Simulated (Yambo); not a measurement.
Absorption of Rb$_{2}$YAgF$_{6}$ (space group Fm-3m, No. 225) with and without the electron-hole interaction (Yambo, PBEsol bands; 4×4×4 mesh, 17 valence and 6 conduction bands, static screening with 112 bands and a 3 Ry block, scissor 3.35 eV, Tamm-Dancoff; field along x).

| E (eV) | Im ε, BSE | Im ε, independent quasiparticles |
|---|---|---|
| 3.10 | 0.01 | 0.00 |
| 3.20 | 0.01 | 0.00 |
| 3.30 | 0.01 | 0.00 |
| 3.40 | 0.01 | 0.00 |
| 3.50 | 0.01 | 0.00 |
| 3.60 | 0.01 | 0.00 |
| 3.70 | 0.01 | 0.00 |
| 3.80 | 0.01 | 0.00 |
| 3.90 | 0.01 | 0.00 |
| 4.00 | 0.01 | 0.01 |
| 4.10 | 0.01 | 0.01 |
| 4.20 | 0.01 | 0.01 |
| 4.30 | 0.01 | 0.01 |
| 4.40 | 0.01 | 0.01 |
| 4.50 | 0.02 | 0.01 |
| 4.60 | 0.02 | 0.01 |
| 4.70 | 0.02 | 0.01 |
| 4.80 | 0.02 | 0.01 |
| 4.90 | 0.02 | 0.01 |
| 5.00 | 0.02 | 0.01 |
| 5.10 | 0.03 | 0.01 |
| 5.20 | 0.03 | 0.01 |
| 5.30 | 0.03 | 0.01 |
| 5.40 | 0.04 | 0.01 |
| 5.50 | 0.05 | 0.01 |
| 5.60 | 0.07 | 0.01 |
| 5.70 | 0.11 | 0.01 |
| 5.80 | 0.18 | 0.01 |
| 5.90 | 0.22 | 0.01 |
| 6.00 | 0.16 | 0.01 |
| 6.10 | 0.12 | 0.02 |
| 6.20 | 0.11 | 0.02 |
| 6.30 | 0.10 | 0.02 |
| 6.40 | 0.10 | 0.03 |
| 6.50 | 0.12 | 0.04 |
| 6.60 | 0.15 | 0.06 |
| 6.70 | 0.22 | 0.10 |
| 6.80 | 0.34 | 0.10 |
| 6.90 | 0.40 | 0.07 |
| 7.00 | 0.35 | 0.05 |
| 7.10 | 0.35 | 0.05 |
| 7.20 | 0.48 | 0.06 |
| 7.30 | 0.77 | 0.07 |
| 7.40 | 0.84 | 0.10 |
| 7.50 | 0.58 | 0.15 |
| 7.60 | 0.44 | 0.18 |
| 7.70 | 0.43 | 0.12 |
| 7.80 | 0.51 | 0.08 |
| 7.90 | 0.72 | 0.06 |
| 8.00 | 1.15 | 0.06 |
| 8.10 | 2.02 | 0.06 |
| 8.20 | 2.93 | 0.07 |
| 8.30 | 2.77 | 0.09 |
| 8.40 | 1.80 | 0.13 |
| 8.50 | 1.27 | 0.15 |
| 8.60 | 1.00 | 0.16 |
| 8.70 | 0.88 | 0.22 |
| 8.80 | 0.87 | 0.33 |
| 8.90 | 1.06 | 0.37 |
| 9.00 | 1.06 | 0.34 |
| 9.10 | 0.76 | 0.31 |
| 9.20 | 0.62 | 0.31 |
| 9.30 | 0.65 | 0.31 |
| 9.40 | 0.74 | 0.30 |
| 9.50 | 0.80 | 0.33 |
| 9.60 | 0.89 | 0.43 |
| 9.70 | 0.98 | 0.63 |
| 9.80 | 0.85 | 0.90 |

The scissor comes from a G0W0 run whose convergence isn't established. Broadening 0.15 eV. The band window holds all transitions up to 9.9 eV. Fine structure above the onset can come from the mesh.

Spin-orbit splittings are left out.

Geometry of the Materials Project entry, not relaxed at this level; primitive cell a = b = c = 6.425 Å, α = β = γ = 60.00°.

The structure is a Materials Project entry; no match was found in the copy of COD used, and its stability was not checked.
